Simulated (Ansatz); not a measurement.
Al₂W:
```
Al2W
1.0
    0.00000     4.14417     4.45053
    2.46433     0.00000     4.45053
    2.46433     4.14417     0.00000
Al W
4 2
Direct
  0.08324   0.41676   0.08324
  0.41676   0.08324   0.41676
  0.16676   0.83324   0.16676
  0.83324   0.16676   0.83324
  0.75000   0.75000   0.75000
  0.50000   0.50000   0.50000
```

Relaxed with r²SCAN. Special points in fractions of this cell's reciprocal vectors: Γ (0.000, 0.000, 0.000); Y (0.500, 0.000, 0.500); T (1.000, 0.500, 0.500); Z (0.500, 0.500, 0.000); Σ0 (0.000, 0.415, 0.415); U0 (1.000, 0.585, 0.585); C0 (0.500, 0.238, 0.738); A0 (0.500, 0.762, 0.262); L (0.500, 0.500, 0.500).

Problem. List the band energies nearest the Fermi level at these points for the program Ansatz at the r²SCAN level (PAW).

Solution. In eV from the Fermi level; about four levels below and three above (degenerate sets whole), none deeper than 8.9 eV; points with the same levels are listed once.

| k | below | above |
|---|---|---|
| Γ | -1.90 -1.85 -0.79 -0.50 | 0.56 1.55 2.48 |
| Y | -1.65 -1.65 -0.89 -0.89 | 1.03 1.03 4.51 4.51 4.52 4.52 |
| T | -1.20 -1.20 -0.77 -0.77 | 0.73 0.73 3.07 3.07 |
| Z | -1.28 -1.28 -0.50 -0.50 | 0.76 0.76 4.70 4.70 |
| Σ0 | -1.06 -0.74 -0.38 -0.33 | 0.59 0.71 2.99 |
| C0 | -1.47 -1.47 -0.42 -0.42 | 1.29 1.29 3.65 3.65 |
| L | -1.37 -0.80 -0.69 -0.24 | 1.16 1.42 2.50 |

Space group Fddd. The start of the workflow was typed in or built on a structure type; neither database checked (COD, Materials Project) lists it. Whether it is the stable phase at ambient conditions was not checked. The cell was relaxed with r²SCAN under the symmetry of its start; its stability against distortions is not shown here. The run is not spin-polarised. Spin–orbit coupling is left out wherever it is not named.

Potentials: the later of the program's two PAW sets.
